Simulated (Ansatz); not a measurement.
The calculation used DFT, BLYP, plane waves (420 eV) with PAW, scalar-relativistic in Ansatz 0.2.0. (PAW data from PBE, frozen cores regenerated.)

An element in the hcp structure gives this curve. The cell is scaled uniformly from the relaxed one, with fractional coordinates and shape fixed. Energies are extrapolated to zero smearing, pressures are those at the given smearing. Magnetic state: non-magnetic.

```tsv
V (Å³/atom)	E − E₀ (meV/atom)	P (GPa)
10.843	147.3	35.81
11.336	60.5	21.32
11.829	13.9	9.57
12.322	0.0	0.03
12.815	12.5	-7.72
13.308	46.4	-13.99
13.801	97.8	-19.05
```

Which element is it?
A. cobalt
B. iron
C. vanadium
D. chromium

D. Its fit is V₀ = 12.32 Å³/atom, B₀ = 214 GPa, B₀′ = 4.2.
